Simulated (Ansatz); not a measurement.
# PbO: excitons and shallow donors from band masses and screening

These are results of DFT PBE+D3(BJ), scalar-relativistic, plane waves, PAW in Ansatz 0.2.0, not measurements.

Plane waves to 420 eV, a k mesh through Γ of 8×8×6 on the computed 4-atom cell and Gaussian smearing (0.02 eV); no spin polarisation.

Relaxed cell: P4/nmm, a = 4.034 Å, b = 4.034 Å, c = 4.993 Å, α = 90.00°, β = 90.00°, γ = 90.00°, 4 atoms in the primitive cell. Whether it is the stable form of this composition wasn't checked.

The calculation gives a Kohn–Sham gap of 1.26 eV, an electron mass of 0.314 mₑ and a hole mass of 2.55 mₑ (harmonic means over x, y, z and over the bands degenerate at each edge), and ε∞ = 7.08 (independent particles, mean of the diagonal). Masses and screening differ among the axes, which the isotropic model averages.

Q: Estimate the binding energy and radius of a Wannier–Mott exciton and of a shallow donor, and say whether the hydrogenic model can hold.

A: The reduced mass is μ = mₙmₕ/(mₙ + mₕ) = 0.28 mₑ, with mₙ and mₕ the band masses. With E_b = 13.606 eV × μ/ε² and a = 0.529 Å × ε/μ (μ in mₑ) the exciton has E_b = 76 meV and a = 13.4 Å. For a donor μ is the electron mass: 85 meV and 11.9 Å. The exciton's radius is 3 times the shortest lattice vector (4.03 Å), so the continuum picture is reasonable. In a polar crystal the ions screen too, so a state bound more weakly than an optical phonon feels the larger static constant, which lowers the energy and widens the orbit. The other way, the small Kohn–Sham gap and the missing local fields make ε∞ too large and the masses tend to be too light, which underbinds. The edges lie at different points of the zone, so the exciton is indirect.

Spin-orbit coupling is left out, which matters for the bands of heavy elements.